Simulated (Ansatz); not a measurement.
BN:
```cif
data_B2N2
_chemical_formula_sum 'B2 N2'
_space_group_name_H-M_alt 'P 1'
_space_group_IT_number 1
_cell_length_a 2.49703
_cell_length_b 2.49703
_cell_length_c 6.66180
_cell_angle_alpha 90.000
_cell_angle_beta 90.000
_cell_angle_gamma 120.000
loop_
_space_group_symop_operation_xyz
  'x, y, z'
loop_
_atom_site_label
_atom_site_type_symbol
_atom_site_fract_x
_atom_site_fract_y
_atom_site_fract_z
_atom_site_occupancy
B1 B 0.00000 0.00000 0.75000 1
B2 B 0.00000 0.00000 0.25000 1
N1 N 0.66667 0.33333 0.25000 1
N2 N 0.33333 0.66667 0.75000 1
```

Relaxed with r²SCAN+D4.

**Question.** Decompose the optical modes at the zone centre into irreducible representations, and say which are infrared and Raman allowed.

**Answer.** Point group 6/mmm: Γ_opt = A2u + 2B1g + E1u + 2E2g. Infrared: A2u, E1u. Raman: E2g.

**Question.** Assign frequencies (DFPT, r²SCAN+D4 in the plane-wave PAW code Ansatz; without the LO–TO term).

**Answer.** E2g 38, B1g 122, A2u 777, B1g 825, E1u 1378, E2g 1380 cm⁻¹.

Subscripts of B labels follow the axes of the standard setting.

Space group P6_3/mmc. The first step of the workflow began from a Materials Project structure, measured or hypothetical. Its sites differ from those of the usual phase in this space group: another stacking or structure type. Symmetry was held in the r²SCAN+D4 relaxation; phonons on a q-mesh show no instability.

Potentials: the earlier of the program's two PAW sets.
